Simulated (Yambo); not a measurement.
Yambo run on CdF₂ (fluorite, space group Fm-3m, No. 225). The wavefunctions are norm-conserving LDA (Quantum ESPRESSO, 102 Ry, scalar-relativistic) ones on a 4×4×4 mesh (17 occupied bands); a = 3.819 Å, b = 3.819 Å, c = 3.819 Å, α = 60.00°, β = 60.00°, γ = 60.00°.

Yambo input:

```
rim_cut
gw0
dyson
el_el_corr
HF_and_locXC
ppa
em1d
RandQpts= 1000000
RandGvec= 1 Ry
EXXRLvcs= 102 Ry
VXCRLvcs= 408 Ry
Chimod= "HARTREE"
% BndsRnXp
 5 | 98 |
%
NGsBlkXp= 8 Ry
% LongDrXp
 1.0 | 1.0 | 1.0 |
%
PPAPntXp= 27.2114 eV
% GbndRnge
 1 | 98 |
%
GTermKind= "BG"
DysSolver= "n"
ExtendOut
% QPkrange
 1 | 1 | 17 | 18 |
 8 | 8 | 17 | 17 |
%
```

k points by index: 1 = Γ, 8 = W.

Resulting energies as the program prints them:

```
#    K-point    Band    Eo [eV]    E [eV]    E-Eo [eV]    Vxc [eV]    Vnlxc [eV]    Sc|Eo [eV]    Sc|E [eV]    dSc/dw|Eo [eV]    Re(Z)    Im(Z)
#
    1    17    -0.479888    -2.412346    -1.932458    -24.69707    -32.29162    5.193685    5.662091    -6.595257    0.804911    -0.001190
    1    18    2.795027    4.079111    1.284084    -13.13459    -8.218764    -3.433893    -3.631741    -4.192467    0.866498    -0.699870E-3
    8    17    0.000000    -1.684525    -1.684525    -24.02379    -31.50731    5.357609    5.798998    -7.129467    0.792389    -0.001239
```
(The two width columns are left out.) Convergence of these settings isn't established.

Spin-orbit coupling is not included.

Geometry of the Materials Project entry, not relaxed at this level.
